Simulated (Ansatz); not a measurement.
ZnS:
```
ZnS
1.0
    0.00000     2.72170     2.72170
    2.72170     0.00000     2.72170
    2.72170     2.72170     0.00000
S Zn
1 1
Direct
  0.75000   0.75000   0.75000
  0.00000   0.00000   0.00000
```

Relaxed with PBE. Special points in fractions of this cell's reciprocal vectors: Γ (0.000, 0.000, 0.000); X (0.500, 0.000, 0.500); U (0.625, 0.250, 0.625); K (0.375, 0.375, 0.750); L (0.500, 0.500, 0.500); W (0.500, 0.250, 0.750).

### Question
List the band energies nearest the valence-band maximum at these points for PBE in the plane-wave PAW code Ansatz.

### Answer
In eV from the valence-band maximum; about four levels below and three above (degenerate sets whole), none deeper than 8.9 eV; points with the same levels are listed once.

```json
[
 {"k": "Γ", "below": "-5.78 -5.78 0.00 0.00 0.00", "above": "2.02 6.38 6.38 6.38"},
 {"k": "X", "below": "-5.57 -4.47 -2.14 -2.14", "above": "3.45 4.07 10.80"},
 {"k": "U", "below": "-5.45 -4.52 -3.01 -1.74", "above": "4.14 5.90 9.29"},
 {"k": "L", "below": "-5.58 -5.15 -0.84 -0.84", "above": "3.26 6.91 6.91"},
 {"k": "W", "below": "-5.40 -4.48 -2.64 -2.63", "above": "5.70 5.93 7.81"}
]
```

Space group F-43m (zinc blende). The PBE relaxation kept the symmetry of its start; phonons on a q-mesh show no instability.

Potentials: the later of the program's two PAW sets.
